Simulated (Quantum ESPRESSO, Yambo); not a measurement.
At a photon energy of 8.62 eV, RPA with local fields on PBEsol bands shifted by a G0W0 scissor of 2.67 eV (Quantum ESPRESSO and Yambo; 3×3×2 mesh, 193 bands, 3 Ry local-field block, 0.2 eV broadening) gives ε = 2.42 + 2.49i for CsScW$_{2}$O$_{8}$ (space group P-3m1, No. 164), field along x. Axes are Cartesian, with cell vectors (Å) (5.93, 0.00, 0.00), (-2.96, 5.13, 0.00), (0.00, 0.00, 8.11).

Work out n, κ, the normal-incidence reflectivity, the absorption coefficient and the penetration depth.


|ε| = 3.47; n = √((|ε| + ε1)/2) = 1.72, κ = √((|ε| − ε1)/2) = 0.73. R = ((n − 1)² + κ²)/((n + 1)² + κ²) = 0.13. α = 2Eκ/(ħc) with ħc = 197.327 eV nm: 0.0634 per nm = 6.3 × 10⁵ per cm, a 1/e depth of 16 nm. The computed direct gap is 6.59 eV, and the energy scale of the real crystal may differ from it. Excitonic effects are left out, and values at one energy depend on mesh and broadening. The scissor comes from a G0W0 run whose convergence isn't established. Convergence of the RPA response with its 3×3×2 mesh was not tested.

Spin-orbit coupling is not included.

Geometry of the Materials Project entry, not relaxed at this level; primitive cell a = 5.927 Å, b = 5.927 Å, c = 8.106 Å, α = 90.00°, β = 90.00°, γ = 120.00°.

The structure is a Materials Project entry; no match was found in the copy of COD used, and its stability was not checked.
